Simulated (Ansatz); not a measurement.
Starting cell, BaTiO3 (tetragonal-perovskite type, space group P4mm):

```yaml
crystal:
  lattice:
    - [3.97219, 0.00000, 0.00000]
    - [0.00000, 3.97219, 0.00000]
    - [0.00000, 0.00000, 4.11302]
  atoms:
    - { symbol: Ti, position: [0.50000, 0.50000, 0.45235] }
    - { symbol: Ba, position: [0.00000, 0.00000, 0.93424] }
    - { symbol: O, position: [0.50000, 0.50000, 0.89516] }
    - { symbol: O, position: [0.50000, 0.00000, 0.41213] }
    - { symbol: O, position: [0.00000, 0.50000, 0.41213] }
```

In this cell atom 5 (O, nearest neighbour Ti at 1.993 Å; its periodic images, 4.0 Å or more away, move with it) is moved by s along Cartesian [111], unit vector (0.577, 0.577, 0.577); all other atoms and the cell stay fixed.

These are r2SCAN (plane waves to 500 eV, PAW, scalar-relativistic; Ansatz, an electronic-structure program) values and carry that method's errors. k mesh 7×7×7 (Γ-centred), Fermi-Dirac smearing 0.05 eV. The energy includes the smearing's −TS. BaTiO3 is run without spin polarisation. BaTiO3 was relaxed with its symmetry unable to fall. The zero of ΔE is the undisplaced structure.

```json
[
 {"s (Å)": "-0.400", "ΔE (meV/cell)": "530"},
 {"s (Å)": "-0.320", "ΔE (meV/cell)": "328"},
 {"s (Å)": "-0.240", "ΔE (meV/cell)": "180"},
 {"s (Å)": "-0.160", "ΔE (meV/cell)": "78"},
 {"s (Å)": "-0.080", "ΔE (meV/cell)": "19"},
 {"s (Å)": "0.000", "ΔE (meV/cell)": "0"},
 {"s (Å)": "0.080", "ΔE (meV/cell)": "19"},
 {"s (Å)": "0.160", "ΔE (meV/cell)": "79"},
 {"s (Å)": "0.240", "ΔE (meV/cell)": "181"},
 {"s (Å)": "0.320", "ΔE (meV/cell)": "withheld"},
 {"s (Å)": "0.400", "ΔE (meV/cell)": "538"}
]
```

Problem. Fit a polynomial form (powers 2, 3, 4) to the given rows and predict ΔE at s = 0.320.

Solution. Least squares on the 10 given rows: ΔE = (3017)·s² + (61.36)·s³ + (2003)·s⁴, in meV/cell with s in Å; root-mean-square residual 0.3 meV/cell. At 0.320 the fit gives 332 meV/cell; the calculation gives 332 meV/cell, the same to the digits shown. The quadratic term alone would give 309 meV/cell.

(For displaced atoms, the force is minus the slope of the energy, and its curvature is a force constant, which sets phonon frequencies.)
